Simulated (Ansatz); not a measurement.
# 119Sn Mössbauer parameters in GaSb with Sn replacing Sb

Cell: a supercell of GaSb (zinc blende type, F-43m) built from a structure deposited in the COD (the entry's cell lengths or inner coordinates differ somewhat from later room-temperature determinations), with all atoms left at the host's positions.

Space group F-43m (No. 216); a = 18.3540 Å.

```csv
site,Wyckoff,site symmetry,x,y,z
Ga1,16e,.3m,0.4167,0.0833,0.4167
Ga3,24g,2.mm,0.7500,0.0833,0.7500
Ga5,48h,..m,0.7500,0.9167,0.5833
Ga14,4d,-43m,0.7500,0.7500,0.7500
Ga18,16e,.3m,0.0833,0.5833,0.9167
Sn,4a,-43m,0.5000,0.0000,0.5000
Sb29,48h,..m,0.6667,0.0000,0.6667
Sb32,16e,.3m,0.8333,0.8333,0.6667
Sb36,16e,.3m,0.1667,0.6667,0.8333
Sb42,24f,2.mm,0.0000,0.6667,0.0000
```

One atom of each set is listed; the run and its k-mesh use a cell of 54 atoms with edges of 12.98, 12.98, 12.98 Å.

The numbers come from a DFT calculation in Ansatz (PBE, plane waves and PAW, scalar-relativistic, 420 eV cutoff, Γ-centred 2×2×2 k-points, Fermi–Dirac smearing 0.01 eV, cell charge -1).

Isomer shifts (against SnO₂) follow from the electron density at the nucleus, δ = α(ρ − ρ₀), with α = 0.099 mm s⁻¹ a₀³ and ρ₀ = 183191.44 a₀⁻³ from a line fitted to 8 measured compounds at this level of theory (rms miss 0.12 mm/s). ΔE_Q = ½eQV_zz(1 + η²/3)^½ with Q = -0.132 b for the 23.9 keV state.

(1) Where do the absorption lines lie?

## Answers

(1) Sn (1 atom a cell): δ = 1.82, |ΔE_Q| = 0.00 mm/s, a single line at 1.82 mm/s.

The run isn't spin-polarised, and a state with spin may lie lower. The defect repeats with the cell of 54 atoms, so it feels its images: sites between two images don't show the values beside a lone defect, and zeros or small values of η there can come from the images' arrangement. A uniform background compensates the cell's charge. The neighbours have not yet relaxed around the defect (largest force 0.48 eV/Å), and relaxing can change the values around it severalfold.

Hardware: 4 threads of Arm Neoverse V2 (aarch64; 8 cores open to the job, memory cap 8.0 GiB, no GPU), a shared host with a load of 0.6 a core. Wall time 1.8 min, CPU time 6.7 min, peak memory 5.2 GiB.
